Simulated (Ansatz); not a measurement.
A relaxation of cell and atoms of Zn₂AsP₃ in the borrowed Cu2GeS3 type (No. 44) with Ansatz 0.2.0, at the level PBEsol. It starts from a supercell of the PBEsol minimum, slightly strained and with each coordinate displaced at random by about 0.03 Å.

```yaml
crystal:
  lattice:
    - [-3.9285268883, 11.3929060136, 5.3416362645]
    - [1.9839529112, -5.6784702292, 2.6468087009]
    - [1.8807362301, 5.6500943529, -2.632588872]
  atoms:
    - { symbol: Zn, position: [0.2126639055, 0.266476862, 0.1698458132] }
    - { symbol: Zn, position: [0.0443429589, 0.2468651458, 0.8199804972] }
    - { symbol: As, position: [0.3657152169, 0.2270976384, 0.485175965] }
    - { symbol: P, position: [0.165273414, 0.005537631, 0.3373014721] }
    - { symbol: P, position: [0.3361399335, 0.005595264, 0.6726942414] }
    - { symbol: P, position: [-0.0004552777, 0.0011249307, -0.0014065068] }
    - { symbol: Zn, position: [0.716597057, 0.2566587814, 0.1581322367] }
    - { symbol: Zn, position: [0.5517704079, 0.2700466045, 0.8336363016] }
    - { symbol: As, position: [0.8698349031, 0.2270604264, 0.4823679873] }
    - { symbol: P, position: [0.6641768874, 0.0008030897, 0.3288669571] }
    - { symbol: P, position: [0.8322757199, -0.0164024932, 0.6600939468] }
    - { symbol: P, position: [0.4974294011, -0.0024149387, 0.0002754655] }
kpoints:
  mp_grid: { grid: [6, 6, 6] }
hamiltonian:
  xc: pbesol
scf:
  occupations: { method: fermi_dirac, width: 0.05 }
relax:
  f_tol: 0.01
  cell: {}
  max_steps: 120
```

The trajectory has 6 recorded frames, each with positions in Å and forces in eV/Å. The last, and any step after a large change of cell, is solved on a basis re-selected at its cell; pressure is positive in compression.

Step 1: energy 0.0 meV/atom from step 1, largest force component 0.705 eV/Å, pressure +1.06 GPa
```xyz
12
Lattice="-3.9285 11.3929 5.3416 1.9840 -5.6785 2.6468 1.8807 5.6501 -2.6326" Properties=species:S:1:pos:R:3:forces:R:3 pbc="T T T"
Zn    0.0127    1.8693    1.3942   -0.0445    0.0960    0.0262
Zn    1.8577    3.7363   -1.2684    0.5754    0.0535    0.0586
As   -0.0737    5.6183    1.2773    0.3348    0.7049   -0.0588
P    -0.0039    3.7573    0.0095   -0.6707   -0.2842   -0.1069
P    -0.0443    7.5986    0.0394    0.0049   -0.3970    0.1289
P     0.0014   -0.0195    0.0042   -0.3247    0.0945    0.0782
Zn   -2.0086    7.6002    4.0908    0.0224   -0.2778   -0.2702
Zn   -0.0640    9.4629    1.4675    0.0980   -0.0360   -0.3630
As   -2.0595   11.3460    3.9775    0.4104    0.2400   -0.5239
P    -1.9891    9.4205    2.6841   -0.1741    0.5064    0.2115
P    -2.0607   13.3048    2.6645    0.0342   -0.6886    0.4803
P    -1.9584    5.6824    2.6500   -0.2661   -0.0118    0.3391
```

Step 2: energy -9.5 meV/atom from step 1, largest force component 0.311 eV/Å, pressure +0.38 GPa
```xyz
12
Lattice="-3.8181 11.3502 5.3346 1.9246 -5.6793 2.6879 1.9371 5.6888 -2.6766" Properties=species:S:1:pos:R:3:forces:R:3 pbc="T T T"
Zn    0.0152    1.8833    1.3884   -0.0144    0.0782   -0.0116
Zn    1.8952    3.7655   -1.2971    0.3049    0.0278    0.0449
As   -0.0064    5.6564    1.2722    0.1773    0.2125   -0.0588
P     0.0032    3.7697   -0.0074   -0.3108   -0.1342    0.0073
P     0.0176    7.5843   -0.0025   -0.0109   -0.1189    0.1345
P     0.0063   -0.0166    0.0096   -0.2223    0.0257    0.0043
Zn   -1.9196    7.5747    4.0779    0.0250   -0.1545   -0.1971
Zn    0.0191    9.4565    1.4158    0.0512   -0.0581   -0.2166
As   -1.9238   11.3386    3.9545    0.2379    0.0680   -0.2410
P    -1.9071    9.4251    2.6679   -0.0635    0.1965    0.1653
P    -1.9131   13.2534    2.6492   -0.0197   -0.2380    0.2493
P    -1.9063    5.6519    2.6687   -0.1546    0.0951    0.1196
```

Question: Estimate where the relaxation ends.

Answer:
Step 3: energy -12.1 meV/atom from step 1, largest force component 0.083 eV/Å, pressure +0.01 GPa
```xyz
12
Lattice="-3.8627 11.4052 5.3566 1.9345 -5.7002 2.6755 1.9337 5.7009 -2.6733" Properties=species:S:1:pos:R:3:forces:R:3 pbc="T T T"
Zn   -0.0069    1.8950    1.3929   -0.0087    0.0123   -0.0012
Zn    1.9036    3.7715   -1.2870    0.0615    0.0151    0.0013
As   -0.0105    5.6900    1.2796    0.0352   -0.0538    0.0215
P    -0.0230    3.7789    0.0059   -0.0300    0.0219    0.0119
P    -0.0088    7.5957    0.0128    0.0121    0.0386   -0.0265
P    -0.0005   -0.0133    0.0089   -0.0829   -0.0224    0.0145
Zn   -1.9423    7.6027    4.0749    0.0001   -0.0208   -0.0413
Zn   -0.0087    9.4830    1.3997    0.0234   -0.0022   -0.0382
As   -1.9424   11.3918    3.9623    0.0648   -0.0587    0.0368
P    -1.9399    9.4858    2.6867   -0.0240   -0.0089    0.0283
P    -1.9429   13.2887    2.6896    0.0010    0.0812   -0.0346
P    -1.9341    5.6912    2.6842   -0.0524   -0.0020    0.0273
```

Step 4: energy -12.3 meV/atom from step 1, largest force component 0.024 eV/Å, pressure +0.02 GPa
```xyz
12
Lattice="-3.8686 11.3932 5.3535 1.9355 -5.6977 2.6801 1.9325 5.6971 -2.6792" Properties=species:S:1:pos:R:3:forces:R:3 pbc="T T T"
Zn   -0.0111    1.8963    1.3903    0.0013   -0.0066    0.0079
Zn    1.9158    3.7740   -1.2879    0.0066   -0.0045    0.0015
As   -0.0114    5.6814    1.2835   -0.0016    0.0084   -0.0243
P    -0.0176    3.7783    0.0045    0.0041   -0.0006    0.0052
P    -0.0125    7.5861    0.0050   -0.0016    0.0039    0.0055
P    -0.0114   -0.0141    0.0098    0.0083    0.0030    0.0063
Zn   -1.9469    7.5913    4.0668    0.0043   -0.0004    0.0081
Zn   -0.0131    9.4706    1.3893    0.0046   -0.0086    0.0046
As   -1.9440   11.3792    3.9604   -0.0169   -0.0006   -0.0227
P    -1.9467    9.4748    2.6825   -0.0012    0.0019    0.0009
P    -1.9480   13.2831    2.6813   -0.0006    0.0023    0.0032
P    -1.9445    5.6816    2.6864   -0.0071    0.0020    0.0039
```

Step 5: energy -12.3 meV/atom from step 1, largest force component 0.004 eV/Å, pressure 0.00 GPa
```xyz
12
Lattice="-3.8692 11.3949 5.3573 1.9347 -5.6973 2.6784 1.9339 5.6971 -2.6783" Properties=species:S:1:pos:R:3:forces:R:3 pbc="T T T"
Zn   -0.0118    1.8950    1.3920   -0.0004   -0.0010    0.0001
Zn    1.9211    3.7736   -1.2863    0.0008   -0.0004    0.0006
As   -0.0126    5.6831    1.2828   -0.0008    0.0002    0.0022
P    -0.0131    3.7780    0.0066    0.0005    0.0017   -0.0006
P    -0.0123    7.5881    0.0066   -0.0002   -0.0001    0.0006
P    -0.0121   -0.0142    0.0095   -0.0010   -0.0006   -0.0043
Zn   -1.9471    7.5925    4.0705    0.0001   -0.0012    0.0005
Zn   -0.0126    9.4709    1.3923   -0.0003    0.0005    0.0004
As   -1.9471   11.3806    3.9613    0.0005    0.0001    0.0025
P    -1.9470    9.4756    2.6851    0.0001    0.0017    0.0001
P    -1.9475   13.2857    2.6851    0.0000   -0.0001    0.0012
P    -1.9470    5.6832    2.6881    0.0007   -0.0008   -0.0034
```

Step 6: energy -12.4 meV/atom from step 1, largest force component 0.004 eV/Å, pressure 0.00 GPa
```xyz
12
Lattice="-3.8692 11.3949 5.3573 1.9347 -5.6973 2.6784 1.9339 5.6971 -2.6783" Properties=species:S:1:pos:R:3:forces:R:3 pbc="T T T"
Zn   -0.0118    1.8950    1.3920   -0.0005   -0.0009    0.0001
Zn    1.9211    3.7736   -1.2863    0.0007   -0.0004    0.0006
As   -0.0126    5.6831    1.2828   -0.0008    0.0002    0.0022
P    -0.0131    3.7780    0.0066    0.0006    0.0016   -0.0006
P    -0.0123    7.5881    0.0066   -0.0001   -0.0001    0.0006
P    -0.0121   -0.0142    0.0095   -0.0010   -0.0006   -0.0042
Zn   -1.9471    7.5925    4.0705    0.0001   -0.0011    0.0004
Zn   -0.0126    9.4709    1.3923   -0.0004    0.0005    0.0004
As   -1.9471   11.3806    3.9613    0.0005    0.0001    0.0025
P    -1.9470    9.4756    2.6851    0.0002    0.0016    0.0001
P    -1.9475   13.2857    2.6851    0.0001   -0.0001    0.0012
P    -1.9470    5.6832    2.6881    0.0007   -0.0008   -0.0033
```

The walk took 5 steps and changed the volume by +1.3 %. The last SCF, on a fresh basis, lies 12.4 meV an atom below the first. Final cell: the symmetry is Imm2 (No. 44, orthorhombic); a = 3.869 Å, b = 11.395 Å, c = 5.357 Å in the conventional setting, 19.68 Å³ an atom. Zn has 4 P at 2.33–2.36 Å; As has 4 P at 2.29–2.39 Å; P has 1 As at 2.29 Å and 3 Zn at 2.33–2.34 Å; P has 2 Zn at 2.36 Å and 2 As at 2.39 Å.

Question: What wall time did it need on 1 × NVIDIA H100 80GB HBM3 with 2 threads of AMD EPYC 7R13 Processor (Zen 3) (shared host), load about 1.7 per core, and what peak of host memory did it reach?

Answer: About 91 s, with a peak of 1.3 GiB.

Computed, not measured; no magnetism was allowed, and whether the structure is a known phase isn't checked.

Where bands overlap the cell is a metal at that level, and these k meshes limit energies, forces and stress. Overlaps of a few tenths of an eV in semilocal functionals can be an artefact that a hybrid or GW lifts.
